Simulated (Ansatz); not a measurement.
Sn:
Space group Fd-3m, origin choice 1 (No. 227); a = 6.5681 Å, b = 6.5681 Å, c = 6.5681 Å, α = 90.00°, β = 90.00°, γ = 90.00°

| atom | site | symmetry | x | y | z |
|---|---|---|---|---|---|
| Sn | 8a | -43m | 0.0000 | 0.0000 | 0.0000 |
(The calculation used a cell of 2 atoms; values per cell refer to that cell.)

Relaxed with r²SCAN.

Decompose the optical modes at the zone centre into irreducible representations, and say which are infrared and Raman allowed.

Point group m-3m: Γ_opt = T2g. Infrared: none. Raman: T2g.

Assign frequencies (DFPT, plane-wave PAW r²SCAN (Ansatz code)).

T2g 187 cm⁻¹.

This is a known low-temperature phase of the composition, computed here at zero pressure and temperature. The cell was relaxed with r²SCAN under the symmetry of its start; of distortions, only those at the zone centre were tested. As this level gives no gap, phonon frequencies hold no LO–TO term and depend on the k-mesh and smearing (Fermi–Dirac, 0.1 eV here). Scalar-relativistic: spin–orbit coupling is off unless named, which matters more the heavier the elements.

Potentials: the earlier of the program's two PAW sets.
